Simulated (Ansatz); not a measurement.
This is a known allotrope of Sr, reached from a generated start. Known forms of Sr include space group No. 225.

A relaxed structure of Sr. The numbers are results of PBEsol (plane waves to 420 eV, PAW, scalar-relativistic; Ansatz, a program for electronic structure), not measurements.

```cif
data_Sr2
_chemical_formula_sum 'Sr2'
_space_group_name_H-M_alt 'P 1'
_space_group_IT_number 1
_cell_length_a 4.18979
_cell_length_b 4.18979
_cell_length_c 6.88581
_cell_angle_alpha 90.000
_cell_angle_beta 90.000
_cell_angle_gamma 120.000
loop_
_space_group_symop_operation_xyz
  'x, y, z'
loop_
_atom_site_label
_atom_site_type_symbol
_atom_site_fract_x
_atom_site_fract_y
_atom_site_fract_z
_atom_site_occupancy
Sr1 Sr 0.33333 0.66667 0.25000 1
Sr2 Sr 0.66667 0.33333 0.75000 1
```

Problem. Find the space group and the Wyckoff positions (tolerance 0.01 Å).

Solution. Space group P6₃/mmc (No. 194); a = b = 4.1898 Å, c = 6.8858 Å, α = β = 90.00°, γ = 120.00°

| atom | site | symmetry | x | y | z |
|---|---|---|---|---|---|
| Sr | 2c | -6m2 | 0.3333 | 0.6667 | 0.2500 |

This is the hcp (Mg type).

Problem. Give the shortest distances between elements (the closest pairs, up to four, under 3.6 Å).

Solution. .

- Volume per atom = 52.34 Å³
- Band gap = no gap (metallic)

No spin polarisation in the result.

The run could not lose the symmetry of its start.

All atoms sit on sites fixed by symmetry, so only the cell could relax.
